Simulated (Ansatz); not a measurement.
Elastic constants of Al3GaN4: input and output

Computed with Ansatz, DFT LDA, scalar-relativistic, plane waves, PAW.

Launched with:
```bash
ansatz run input.yaml --threads 2 --pin off --max-ram 6144MiB --backend cpu --events-out ev --progress --plain --runs-dir out
```

Input (bare energies are in eV):
```yaml
crystal:
  lattice:
    - [4.3702240517, 0.0, 0.0]
    - [0.0, 4.3702240517, 0.0]
    - [0.0, 0.0, 4.3702240517]
  atoms:
    - { symbol: Al, position: [0.5, 0.5, 0.0] }
    - { symbol: Al, position: [0.5, 0.0, 0.5] }
    - { symbol: Al, position: [0.0, 0.5, 0.5] }
    - { symbol: Ga, position: [0.0, 0.0, 0.0] }
    - { symbol: "N", position: [0.7448945398, 0.7448945398, 0.2551054602] }
    - { symbol: "N", position: [0.7448945398, 0.2551054602, 0.7448945398] }
    - { symbol: "N", position: [0.2551054602, 0.7448945398, 0.7448945398] }
    - { symbol: "N", position: [0.2551054602, 0.2551054602, 0.2551054602] }
basis:
  ecutwfc: 420
kpoints:
  mp_grid: { grid: [6, 6, 6] }
hamiltonian:
  xc: lda
scf:
  occupations: { method: fixed }
output:
  forces: true
  stress: true
  eigenvalues: true
  polarization: {}
elastic:
  mode: relaxed_ion
  stencil: two_point
```

From the output:
```
--- Elastic constants: 2 strain directions × 2 members + reference (group order 24) ---
  dense FFT box of the reference and of every strained cell: 30×30×30
  strains applied: 11, 23; error gains: componentwise 1.00 (the most a stress slope's error grows in a printed constant), spectral 1.73 (1 for all six strains in a standard setting)
  C = ∂σ_k/∂η_j (tension-positive GPa; Voigt order 11 22 33 23 13 12):
       297.694    163.942    163.942     -0.000     -0.000      0.000
       163.942    297.694    163.942      0.000     -0.000     -0.000
       163.942    163.942    297.694      0.000      0.000     -0.000
        -0.000      0.000      0.000    178.718      0.000      0.000
         0.000      0.000     -0.000     -0.000    178.718     -0.000
         0.000     -0.000     -0.000      0.000     -0.000    178.718
  reference stress σ⁰ (GPa):      0.003      0.003      0.003      0.000     -0.000      0.000
  C* (energy form; C + prestress term) asymmetry max|C*_kj − C*_jk| = 2.842e-14 GPa — a small one proves nothing (zero by symmetry where the batch's group is 432, −43m or m−3m); a large one is finite-difference/SCF noise where every solve ...
  moduli (Voigt/Reuss/Hill, GPa): K = 208.53/208.53/208.53   G = 133.98/107.08/120.53   E = 303.18   ν = 0.258
  mechanically stable: yes (min eigenvalue of sym C = 133.75 GPa)
  e, the proper piezoelectric tensor (elastic.mode: relaxed_ion; C/m²; rows x y z; Voigt order 11 22 33 23 13 12):
      -0.00000   -0.00000   -0.00000    0.56411   -0.00000   -0.00000
      -0.00000   -0.00000    0.00000    0.00000    0.56411   -0.00000
       0.00000   -0.00000    0.00000   -0.00000   -0.00000    0.56411
  ±, each entry's uncertainty from the finite density of the strings (C/m²), an estimate: the size of the correction for it that the entry includes:
       0.00000    0.00000    0.00000    0.00576    0.00000    0.00000
       0.00000    0.00000    0.00000    0.00000    0.00576    0.00000
       0.00000    0.00000    0.00000    0.00000    0.00000    0.00576
  the group's symmetry takes up to 2.6e-8 C/m² out of the measured responses: error of the strings' finite density and of the mesh across them, as far as it breaks the symmetry (raise kpoints.mp_grid and any string_points); the largest step ...
  the stresses are not corrected for the forces that the relaxations left standing (`elastic.f_tol`)
  strain η (Voigt 11):  stress-route row diagonal C_11 = 297.69 GPa, energy-path curvature d²(F+E_count+ΔE)/dδ²/Ω₀ = 298.03 GPa
         δ    σ_11 (GPa) F (eV) n_scf n_hpsi n_pw
    -2.000e-3      -0.5935       -6751.5170886       2    8493   1654   relax 3 steps, max|allowed force component| 7.25e-6 eV/Å
     2.000e-3       0.5973       -6751.5168616       2    8416   1654   relax 3 steps, max|allowed force component| 7.83e-6 eV/Å
  strain η (Voigt 23):  stress-route row diagonal C_44 = 178.72 GPa, energy-path curvature d²(F+E_count+ΔE)/dδ²/Ω₀ = 179.72 GPa
         δ    σ_23 (GPa) F (eV) n_scf n_hpsi n_pw
    -2.000e-3      -0.3574       -6751.5170287       2   11258   1654   relax 5 steps, max|allowed force component| 2.40e-5 eV/Å
     2.000e-3       0.3574       -6751.5170287       2   11098   1654   relax 5 steps, max|allowed force component| 2.40e-5 eV/Å
--- Formal polarisation (Berry phase): one branch of a lattice of values; only differences between neighbouring runs are physical ---
  axis mesh electronic ionic p = total spread (rad) least overlap resolved gap  δp at fixed H ≤   (phases in cycles; p mod 1; gap in eV; gap and δp judge the states as solved, not the mesh's step, its ...
  b1    6×6×6           0.00000000    13.00000000    13.00000000      0.010315         0.9347        3.3808           3.0e-6
  b2    6×6×6          -0.00000000    13.00000000    13.00000000      0.010315         0.9347        3.3808           3.0e-6
  b3    6×6×6          -0.00000000    13.00000000    13.00000000      0.010315         0.9347        3.3808           3.0e-6
  quantum along a1:   0.05235915 e/Å² =    83.888608 µC/cm²
  quantum along a2:   0.05235915 e/Å² =    83.888608 µC/cm²
  quantum along a3:   0.05235915 e/Å² =    83.888608 µC/cm²
  P = (  0.68066896,   0.68066896,   0.68066896) e/Å² = ( 1090.551904,  1090.551904,  1090.551904) µC/cm²  (mod the quanta)
```

The run took 100 s on 2 threads of Arm Neoverse V2, with other jobs on the host, peak memory 0.45 GiB.